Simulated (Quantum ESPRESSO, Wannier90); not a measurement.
## Wannierisation of ZnCu$_{2}$SnS$_{4}$ (I-42m)

Materials Project entry mp-1025500; symmetrised, unrelaxed at this level. Not found in the COD (Crystallography Open Database) copy used, which has the formula in other groups; not checked further. Computed values, not measurements, from LDA: Quantum ESPRESSO (norm-conserving PseudoDojo potentials, cutoff 74 Ry, no spin polarisation, no spin-orbit coupling) on a Γ-centred 4×4×4 mesh, then Wannier90. Density: 6×6×6 mesh, cold smearing 0.01 Ry. A non-magnetic state is assumed, with no Hubbard U on the 3d ions. Spin-orbit coupling is left out although heavy elements are present.

On the energy scale of pw.x, whose zero is arbitrary, the Fermi level lies at 8.57 eV.

Input w.win:

```
num_bands = 6
num_wann = 6
exclude_bands = 1-6,13-77
num_iter = 1000
conv_tol = 1.0e-6
conv_window = 4
write_hr = true
write_u_matrices = true
auto_projections = true
begin unit_cell_cart
ang
    5.3969800000    0.0000000000    0.0000000000
    0.0000000000    5.3969800000    0.0000000000
   -2.6984900000   -2.6984900000    5.3955900000
end unit_cell_cart
begin atoms_frac
Zn   0.0000000000  0.0000000000  0.0000000000
Cu  -0.2500000000  0.2500000000  0.5000000000
Cu   0.2500000000 -0.2500000000  0.5000000000
Sn   0.5000000000  0.5000000000  0.0000000000
S    0.3753000000 -0.1087800000  0.2665200000
S   -0.3753000000 -0.3753000000 -0.2665200000
S   -0.1087800000  0.3753000000  0.2665200000
S    0.1087800000  0.1087800000 -0.2665200000
end atoms_frac
mp_grid = 4 4 4
begin kpoints
0.0000000000 0.0000000000 0.0000000000
0.0000000000 0.0000000000 0.2500000000
0.0000000000 0.0000000000 0.5000000000
... (61 more lines: the 4x4x4 mesh through Gamma)
end kpoints
```

Input of pw2wannier90.x that gives the overlap and projection files (equivalent; here they were cut from one run over all bands):

```
&inputpp
  outdir = './out'
  prefix = 'pwscf'
  seedname = 'w'
  write_amn = .true.
  write_mmn = .true.
  atom_proj = .true.
  atom_proj_exclude = 1 2 3 4 5 6 7 8 9 10 11 15 16 17 18 19 20 21 25 26 27 28 29 30 31 32 33 34 35 36 37 38 39 40 41 42 43 44 45 46 47 48 49 50 51 52 53 54 55
/
```

Output w.wout (banner and timings cut):

```
                                    ------
                                    SYSTEM
                                    ------

                              Lattice Vectors (Ang)
                    a_1     5.396980   0.000000   0.000000
                    a_2     0.000000   5.396980   0.000000
                    a_3    -2.698490  -2.698490   5.395590

                   Unit Cell Volume:     157.15947  (Ang^3)

                        Reciprocal-Space Vectors (Ang^-1)
                    b_1     1.164204  -0.000000   0.582252
                    b_2    -0.000000   1.164204   0.582252
                    b_3     0.000000   0.000000   1.164504

 *----------------------------------------------------------------------------*
 |   Site       Fractional Coordinate          Cartesian Coordinate (Ang)     |
 +----------------------------------------------------------------------------+
 | zn   1   0.00000   0.00000   0.00000   |    0.00000   0.00000   0.00000    |
 | cu   1  -0.25000   0.25000   0.50000   |   -2.69849   0.00000   2.69780    |
 | cu   2   0.25000  -0.25000   0.50000   |    0.00000  -2.69849   2.69780    |
 | sn   1   0.50000   0.50000   0.00000   |    2.69849   2.69849   0.00000    |
 | s    1   0.37530  -0.10878   0.26652   |    1.30629  -1.30629   1.43803    |
 | s    2  -0.37530  -0.37530  -0.26652   |   -1.30629  -1.30629  -1.43803    |
 | s    3  -0.10878   0.37530   0.26652   |   -1.30629   1.30629   1.43803    |
 | s    4   0.10878   0.10878  -0.26652   |    1.30629   1.30629  -1.43803    |
 *----------------------------------------------------------------------------*
                                ------------
                                K-POINT GRID
                                ------------

             Grid size =  4 x  4 x  4      Total points =   64

 *---------------------------------- MAIN ------------------------------------*
 |  Number of Wannier Functions               :                 6             |
 |  Number of Objective Wannier Functions     :                 6             |
 |  Number of input Bloch states              :                 6             |
 |  Output verbosity (1=low, 5=high)          :                 1             |
 |  Timing Level (1=low, 5=high)              :                 1             |
 |  Optimisation (0=memory, 3=speed)          :                 3             |
 |  Length Unit                               :               Ang             |
 |  Post-processing setup (write *.nnkp)      :                 F             |
 |  Using Gamma-only branch of algorithms     :                 F             |
 *----------------------------------------------------------------------------*
 *------------------------------- WANNIERISE ---------------------------------*
 |  Total number of iterations                :              1000             |
 |  Number of CG steps before reset           :                 5             |
 |  Trial step length for line search         :             2.000             |
 |  Convergence tolerence                     :         0.100E-05             |
 |  Convergence window                        :                 4             |
 |  Iterations between writing output         :                 1             |
 |  Iterations between backing up to disk     :               100             |
 |  Write r^2_nm to file                      :                 F             |
 |  Write xyz WF centres to file              :                 F             |
 |  Write on-site energies <0n|H|0n> to file  :                 F             |
 |  Use guiding centre to control phases      :                 F             |
 |  Use phases for initial projections        :                 F             |
 *----------------------------------------------------------------------------*
 *-------------------------------- PLOTTING ----------------------------------*
 |  Plotting Hamiltonian in WF basis          :                 T             |
 *----------------------------------------------------------------------------*

       ... (k-mesh section left out)

 Starting a new Wannier90 calculation ...

 Reading overlaps from w.mmn

 Reading projections from w.amn

 *------------------------------- WANNIERISE ---------------------------------*
 +--------------------------------------------------------------------+<-- CONV
 | Iter  Delta Spread     RMS Gradient      Spread (Ang^2)            |<-- CONV
 +--------------------------------------------------------------------+<-- CONV

 ------------------------------------------------------------------------------
 Initial State
  WF centre and spread    1  ( -2.698490,  0.000000,  2.697795 )     0.19168353
  WF centre and spread    2  ( -2.698490, -0.000000,  2.697776 )     0.19164135
  WF centre and spread    3  ( -2.698490,  0.000000,  2.697814 )     0.19164135
  WF centre and spread    4  ( -0.000000, -2.698490,  2.697795 )     0.19168353
  WF centre and spread    5  ( -0.000000, -2.698490,  2.697814 )     0.19164135
  WF centre and spread    6  ( -0.000000, -2.698490,  2.697776 )     0.19164135
  Sum of centres and spreads ( -8.095470, -8.095470, 16.186770 )     1.14993247

      0     0.115E+01     0.0000000000        1.1499324650  <-- CONV
        O_D=      0.0000000 O_OD=      0.0002498 O_TOT=      1.1499325 <-- SPRD
 ------------------------------------------------------------------------------
      1    -0.365E-12     0.0000010751        1.1499324650  <-- CONV
        O_D=      0.0000000 O_OD=      0.0002498 O_TOT=      1.1499325 <-- SPRD
      2    -0.244E-14     0.0000003799        1.1499324650  <-- CONV
        O_D=      0.0000000 O_OD=      0.0002498 O_TOT=      1.1499325 <-- SPRD
      3    -0.466E-14     0.0000003742        1.1499324650  <-- CONV
        O_D=      0.0000000 O_OD=      0.0002498 O_TOT=      1.1499325 <-- SPRD
      4    -0.644E-14     0.0000003620        1.1499324650  <-- CONV
        O_D=      0.0000000 O_OD=      0.0002498 O_TOT=      1.1499325 <-- SPRD
             <<<     Delta < 1.000E-06  over  4 iterations     >>>
             <<< Wannierisation convergence criteria satisfied >>>
 Final State
  WF centre and spread    1  ( -2.698490,  0.000000,  2.697795 )     0.19168353
  WF centre and spread    2  ( -2.698490, -0.000000,  2.697776 )     0.19164135
  WF centre and spread    3  ( -2.698490,  0.000000,  2.697814 )     0.19164135
  WF centre and spread    4  ( -0.000000, -2.698490,  2.697795 )     0.19168353
  WF centre and spread    5  ( -0.000000, -2.698490,  2.697814 )     0.19164135
  WF centre and spread    6  ( -0.000000, -2.698490,  2.697776 )     0.19164135
  Sum of centres and spreads ( -8.095470, -8.095470, 16.186770 )     1.14993247

         Spreads (Ang^2)       Omega I      =     1.149682632
        ================       Omega D      =     0.000000000
                               Omega OD     =     0.000249833
    Final Spread (Ang^2)       Omega Total  =     1.149932465
```
